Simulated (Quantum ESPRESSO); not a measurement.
**Band energies of K2Pt at -0.7 % isotropic strain**

```
CELL_PARAMETERS angstrom
      0.00000     3.70997     3.70997
      3.70997     0.00000     3.70997
      3.70997     3.70997     0.00000
ATOMIC_POSITIONS crystal
  K  0.75000 0.75000 0.75000
  K  0.25000 0.25000 0.25000
  Pt 0.00000 0.00000 0.00000
```

PBEsol (pw.x of Quantum ESPRESSO, ONCV potentials, scalar-relativistic); path ΓXWKΓLUWLK,UX; energies in eV from the valence-band maximum.

```
k (1/Å)  point  band 14  band 15  band 16  band 17  band 18  band 19  band 20  band 21
-------  -----  -------  -------  -------  -------  -------  -------  -------  -------
0.00         Γ    -0.22    -0.22    -0.04    -0.04    -0.04     3.57     3.57     3.57
0.24              -0.23    -0.18    -0.09    -0.04    -0.04     2.94     3.72     3.72
0.60              -0.33    -0.28    -0.05    -0.05    -0.04     1.94     4.23     4.23
0.85         X    -0.37    -0.35    -0.05    -0.05     0.00     1.68     3.89     4.39
0.99              -0.35    -0.34    -0.09    -0.05    -0.01     1.82     3.68     4.07
1.27         W    -0.29    -0.24    -0.24    -0.07    -0.05     2.77     2.77     3.35
1.42              -0.30    -0.27    -0.18    -0.06    -0.05     2.39     2.93     3.77
1.57         K    -0.30    -0.27    -0.15    -0.06    -0.06     2.25     2.91     4.42
1.67              -0.26    -0.21    -0.18    -0.09    -0.07     2.53     2.60     4.42
1.97              -0.18    -0.18    -0.16    -0.08    -0.06     2.24     3.58     4.15
2.27              -0.22    -0.20    -0.07    -0.05    -0.04     3.08     3.66     3.69
2.47         Γ    -0.22    -0.22    -0.04    -0.04    -0.04     3.57     3.57     3.57
2.57              -0.22    -0.22    -0.05    -0.04    -0.04     3.40     3.61     3.61
2.89              -0.18    -0.18    -0.13    -0.06    -0.06     2.19     4.00     4.00
3.10              -0.16    -0.16    -0.14    -0.06    -0.06     1.55     4.26     4.26
3.20         L    -0.16    -0.16    -0.14    -0.07    -0.07     1.44     4.31     4.31
3.41              -0.20    -0.15    -0.13    -0.12    -0.06     1.70     3.77     4.34
3.72         U    -0.30    -0.27    -0.15    -0.06    -0.06     2.25     2.91     4.42
4.02         W    -0.29    -0.24    -0.24    -0.07    -0.05     2.77     2.77     3.35
4.28              -0.25    -0.18    -0.18    -0.10    -0.06     2.07     3.28     4.09
4.45              -0.18    -0.15    -0.14    -0.11    -0.06     1.62     3.93     4.32
4.62         L    -0.16    -0.16    -0.14    -0.07    -0.07     1.44     4.31     4.31
4.70              -0.17    -0.15    -0.14    -0.08    -0.07     1.49     4.20     4.31
4.96              -0.25    -0.21    -0.15    -0.10    -0.06     2.07     3.17     4.39
5.14         K    -0.30    -0.27    -0.15    -0.06    -0.06     2.25     2.91     4.42
5.14         U    -0.30    -0.27    -0.15    -0.06    -0.06     2.25     2.91     4.42
5.44         X    -0.37    -0.35    -0.05    -0.05     0.00     1.68     3.89     4.39
```

The PBEsol gap is indirect, 1.44 eV, from X to L; the smallest direct gap is 1.50 eV.

Without spin-orbit coupling, band edges of such heavy elements can be off by tenths of an eV.

Geometry strained from the cell relaxed with PBEsol, atoms relaxed again.

The structure is a Materials Project entry; no match was found in the copy of COD used, and its stability was not checked.
